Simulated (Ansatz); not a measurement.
Data sheet: Tl$_{2}$Pd$_{3}$Se$_{2}$ (DFT)

Tl2Pd3Se2:
Space group R-3m, hexagonal axes (No. 166); a = 5.8500 Å, b = 5.8500 Å, c = 15.0746 Å, α = 90.00°, β = 90.00°, γ = 120.00°

```csv
atom,site,symmetry,x,y,z
Tl,3a,-3m,0.0000,0.0000,0.0000
Tl,3b,-3m,0.0000,0.0000,0.5000
Pd,9e,.2/m,0.0000,0.5000,0.0000
Se,6c,3m,0.0000,0.0000,0.2145
```
(The calculation used a cell of 7 atoms; values per cell refer to that cell.)

Space group R-3m (No. 166); conventional cell a = b = 5.850 Å, c = 15.075 Å, α = β = 90.00°, γ = 120.00°.

Method: r²SCAN in the plane-wave PAW code Ansatz. Geometry: relaxed at this level of theory. Other levels are named where they apply.

Cell and energy:

| Quantity | Value |
|---|---|
| Volume per atom | 21.28 Å³ |
| Density | 9.88 g/cm³ |
| Formation energy from the elements (no fitted shifts) | -0.40 eV/atom |

Electronic structure:

| Item | Value |
|---|---|
| Electronic character | metallic (no gap) |
| Density of states at the Fermi level | 0.48 states/eV per atom (mean over ±0.08 eV) |

The first step of the workflow began from a Materials Project structure, measured or hypothetical; the Crystallography Open Database copy checked does not list it. Its standing as an ambient phase is unchecked. The r²SCAN relaxation kept the symmetry of its start; whether a distortion lowers the energy is not shown. The run is not spin-polarised. The references are the lowest solids computed at this level, not always the standard phases. Spin–orbit coupling is left out wherever it is not named.

Potentials: the later of the program's two PAW sets.
